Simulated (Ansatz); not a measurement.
Ti$_{3}$InN:
```
CELL_PARAMETERS angstrom
      4.14924     0.00000     0.00000
      0.00000     4.14924     0.00000
      0.00000     0.00000     4.14924
ATOMIC_POSITIONS crystal
  Ti 0.00000 0.50000 0.50000
  Ti 0.50000 0.00000 0.50000
  Ti 0.50000 0.50000 0.00000
  In 0.00000 0.00000 0.00000
  N  0.50000 0.50000 0.50000
```

Relaxed with PBEsol. Special points in fractions of this cell's reciprocal vectors: Γ (0.000, 0.000, 0.000); X (0.000, 0.500, 0.000); M (0.500, 0.500, 0.000); R (0.500, 0.500, 0.500).

List the band energies nearest the Fermi level at these points for the program Ansatz at the PBEsol with spin–orbit coupling level (PAW).

In eV from the Fermi level; about four levels below and three above (degenerate sets whole), none deeper than 8.9 eV; points with the same levels are listed once.

```csv
k,below,above
Γ,-1.71 -1.71 -1.71 -1.71 -1.70 -1.70,1.28 1.28 1.32 1.32 1.32 1.32
X,-1.43 -1.43 -0.53 -0.53,0.30 0.30 0.79 0.79
M,-0.03 -0.03 -0.01 -0.01,0.02 0.02 1.07 1.07
R,-0.14 -0.14 -0.14 -0.14,0.13 0.13 0.13 0.13
```

Space group Pm-3m (anti-perovskite). The first step of the workflow began from a Materials Project structure, measured or hypothetical; the Crystallography Open Database copy checked does not list it. Whether it is the stable phase at ambient conditions was not checked. The cell was relaxed with PBEsol under the symmetry of its start; of distortions, only those at the zone centre were tested. No spin polarisation was allowed.

Potentials: the later of the program's two PAW sets.
